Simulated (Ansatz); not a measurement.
Si$_{3}$MoPt$_{2}$ in space group Pmc2_1 (No. 26; Pearson symbol oP12), DFT-r²SCAN in the program Ansatz with PAW potentials, all energies at zero smearing, with the estimated change up to a 700 eV cutoff added, with one set of potentials and settings (totals compare only within such a set). Cell of 12 atoms (6 Si, 2 Mo, 4 Pt): -63924.524 eV.

```json
[
 {"element": "Si", "reference phase": "Fd-3m, 2 atoms in the cell", "E (eV/atom)": "-639.0667"},
 {"element": "Mo", "reference phase": "Im-3m, 1 atoms in the cell", "E (eV/atom)": "-4967.5975"},
 {"element": "Pt", "reference phase": "Fm-3m, 1 atoms in the cell", "E (eV/atom)": "-12536.7848"}
]
```

Formation energy per atom, worked out: (-63924.524 − 6×(-639.0667) − 2×(-4967.5975) − 4×(-12536.7848))/12 = -0.649 eV/atom (-63 kJ per mol of atoms), at 0 K, without zero-point energy or fitted corrections.

The first step of the workflow began from a Materials Project structure, measured or hypothetical; the Crystallography Open Database files this formula in space group No. 26, but the cells were not matched. Its standing as an ambient phase is unchecked. The r²SCAN relaxation kept the symmetry of its start; whether a distortion lowers the energy is not shown. No spin polarisation was allowed. The references are the lowest solids computed at this level, not always the standard phases. Spin–orbit coupling is left out wherever it is not named.

Potentials: the later of the program's two PAW sets.
